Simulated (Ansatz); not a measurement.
Cr$_{2}$N (anti-CdI2 type, space group No. 164), plane-wave PAW PBEsol (Ansatz code), all energies at zero smearing, with the estimated change up to a 700 eV cutoff added, with one set of potentials and settings (totals compare only within such a set). Cell of 3 atoms (1 N, 2 Cr): -7078.052 eV.

| element | reference phase | E (eV/atom) |
|---|---|---|
| N | Pa-3, 8 atoms in the cell | -378.4910 |
| Cr | Im-3m, 1 atoms in the cell | -3349.2032 |

Formation energy per atom, worked out: (-7078.052 − 1×(-378.4910) − 2×(-3349.2032))/3 = -0.385 eV/atom (-37 kJ per mol of atoms), at 0 K, without zero-point energy or fitted corrections.

Space group P-3m1 (anti-CdI2 type). The cell is a constructed one: a structure type filled with these elements; neither database checked (COD, Materials Project) lists it. COD files the formula under space group No. 162. Its standing as an ambient phase is unchecked. The PBEsol relaxation kept the symmetry of its start; its stability against distortions is not shown here. The workflow began spin-polarised and lost its moments. The references are the lowest solids computed at this level, not always the standard phases (solids in place of the gases).

Potentials: the earlier of the program's two PAW sets. The files were generated under PBE; for other functionals the program regenerates the frozen cores, and for LDA and PBEsol the local potential too.
